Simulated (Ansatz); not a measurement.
How the vibrations of GaSbAs₂ change with volume

Level of theory: Ansatz 0.2.0, DFT PBE, scalar-relativistic, plane waves, PAW. Plane waves to 420 eV; Γ-centred k mesh 10×10×6; Fermi-Dirac smearing of 0.15 eV. No spin polarisation. Phonons by linear response, acoustic sum rule imposed.

Equilibrium structure at this level:
```
Ga Sb As
1.0
     4.18860    0.00000    0.00000
     0.00000    4.18860    0.00000
     0.00000    0.00000    6.60050
Ga Sb As
1 1 2
Direct
  0.50000 0.50000 0.00000
  0.00000 0.00000 0.50000
  0.50000 0.00000 0.78639
  0.00000 0.50000 0.21361
```

The cell was built by swapping an element in a database structure (itself possibly hypothetical) and relaxing; it need not be the stable form of this composition. In a metal, frequencies depend on the k mesh and the smearing, soft modes most.

Cells at 0.98 and 1.02 times the equilibrium volume were relaxed in shape and atoms; γ = −d ln ν / d ln V, modes matched by rank.

(1) Give the optical frequencies at Γ (cm⁻¹) at the three volumes and the mode Grüneisen parameters.

(2) What pressures hold the two strained cells, and what bulk modulus follows?

## Answers

(1)
| 0.98 V | V | 1.02 V | γ | degeneracy |
| --- | --- | --- | --- | --- |
| 35 | 39 | 43 | -5.24 | 2 |
| 122 | 119 | 118 | 0.83 | 1 |
| 158 | 155 | 152 | 1.02 | 2 |
| 173 | 168 | 162 | 1.55 | 1 |
| 205 | 200 | 195 | 1.17 | 1 |
| 211 | 203 | 196 | 1.82 | 2 |

(2) 0.78 GPa at 0.98 V and -0.73 GPa at 1.02 V, so B = −dP/d ln V ≈ 38 GPa.